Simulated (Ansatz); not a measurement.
**Random displacements in Ti**

Level of theory: DFT PBEsol, scalar-relativistic, plane waves, PAW in Ansatz 0.2.0. Settings: plane waves to 420 eV, k-mesh 10×10×10 (Γ-centred), Gaussian smearing 0.15 eV. No spin polarisation. Energies are free energies at this smearing, counted from the undisturbed cell; pressure is positive in compression.

The undisturbed cell (as given, not relaxed at this level; this fcc form isn't the usual structure):

```
CELL_PARAMETERS angstrom
4.06000 -4.06000 0.00000
4.06000 0.00000 4.06000
0.00000 -4.06000 4.06000
ATOMIC_POSITIONS crystal
Ti 0.50000 0.00000 0.00000
Ti 0.50000 0.00000 0.50000
Ti 0.50000 0.50000 0.00000
Ti 0.50000 0.50000 0.50000
Ti 0.00000 0.00000 0.00000
Ti 0.00000 0.00000 0.50000
Ti 0.00000 0.50000 0.00000
Ti 0.00000 0.50000 0.50000
```

The atoms are displaced (Å, in the unstrained cell):

```tsv
atom	ux	uy	uz
Ti1	-0.009	-0.137	0.201
Ti2	0.155	-0.011	-0.039
Ti3	0.089	0.062	0.026
Ti4	0.003	0.106	0.037
Ti5	-0.069	-0.137	-0.008
Ti6	-0.042	-0.139	-0.178
Ti7	0.018	-0.008	0.110
Ti8	-0.144	0.264	-0.149
```

Strain (Voigt, engineering shear): (0.0182, -0.0376, -0.0067, -0.0096, -0.0502, 0.0942).

**Question.** What are the energy change, the stress and the forces?

**Answer.** ΔE = 125.9 meV/atom; stress (xx, yy, zz, yz, xz, xy; compression positive) (4.83, 5.53, 5.12, -0.04, 1.91, -5.41) GPa.
```csv
atom,Fx (eV/Å),Fy,Fz
Ti1,0.40,0.57,-0.70
Ti2,-0.55,-0.21,0.91
Ti3,0.15,0.10,-0.13
Ti4,-0.63,-0.24,-0.29
Ti5,0.88,0.56,-0.15
Ti6,-0.27,0.28,1.06
Ti7,-0.47,0.70,-1.25
Ti8,0.48,-1.77,0.56
```

Cost: 1 run of about 2.9 core-minutes, on Intel Xeon 6975P-C (Granite Rapids) (shared hosts).